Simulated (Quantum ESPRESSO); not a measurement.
# Ga2MgGeAs4: a curve over one atom's position

Simulated, not a measurement. The program is pw.x of Quantum ESPRESSO 7.5 (plane-wave density functional theory). The cell is made up: 8 atoms on a zincblende/diamond lattice, with randomly drawn elements, strain and displacements, not relaxed. PseudoDojo standard norm-conserving files (v0.5 for PBE, v0.4.1 for LDA and PBEsol) set the functional; there is no spin polarisation, spin-orbit coupling or dispersion term, and the masses in the input are unused placeholders.

Seven runs move atom 3 (Ga, counted in the order of the input) along z and keep all else fixed.

Input of the run at +0.0255:

```
&control calculation='scf', pseudo_dir='./dojo.nc.sr.pbe.v0_5.standard.upf', outdir='./o', disk_io='low', tprnfor=.true., tstress=.true. /
&system ibrav=0, nat=8, ntyp=4, nbnd=65, ecutwfc=84.00895049, nosym=.true., tot_charge=0,
 occupations='smearing', smearing='fd', degauss=0.0073498644
/
&electrons conv_thr=7.350e-09, electron_maxstep=60, /
ATOMIC_SPECIES
As 1.0 As.upf
Ga 1.0 Ga.upf
Ge 1.0 Ge.upf
Mg 1.0 Mg.upf
CELL_PARAMETERS angstrom
5.7521 0.0059 0.0844
0.0059 5.9224 0.003
0.0844 0.003 5.8053
ATOMIC_POSITIONS angstrom
Ga -0.0888 -0.031 0.0225
Mg 0.1466 2.9963 2.8803
Ga 2.8985 0.0121 3.074
Ge 2.8109 2.9569 0.0595
As 1.4485 1.5368 1.4091
As 1.4209 4.3831 4.4285
As 4.3977 1.5325 4.3879
As 4.3968 4.4688 1.5452
K_POINTS automatic
6 6 6 1 1 1
```

| shift of atom 3 along z (Å) | free energy less that of the input shown (eV) | Fx on atom 3 (eV/Å) | Fy on atom 3 (eV/Å) | Fz on atom 3 (eV/Å) | pressure (GPa) | iterations |
| --- | --- | --- | --- | --- | --- | --- |
| -0.1136 | -0.0242 | -0.068 | 0.121 | 0.229 | 0.47 | 10 |
| -0.0558 | -0.0277 | -0.043 | 0.081 | -0.107 | 0.46 | 10 |
| -0.0365 | -0.0245 | -0.036 | 0.068 | -0.218 | 0.47 | 10 |
| +0.0255 | 0.0000 | -0.014 | 0.026 | -0.572 | 0.51 | 10 |
| +0.0505 | 0.0161 | -0.007 | 0.010 | -0.713 | 0.54 | 10 |
| +0.0855 | 0.0444 | 0.002 | -0.013 | -0.906 | 0.60 | 10 |
| +0.1440 | 0.1065 | 0.014 | -0.049 | -1.218 | 0.71 | 10 |

A cubic fit gives dFz/dz = -5.70 eV/Å² at zero shift. Across the table the free energy follows the integral of the force to within 0.2 meV. A rerun of one of the cells at 1437 eV and a 8 x 8 x 8 mesh moved values by no more than 0.005 eV in energy, 0.02 GPa in stress and 0.004 eV/Å in force.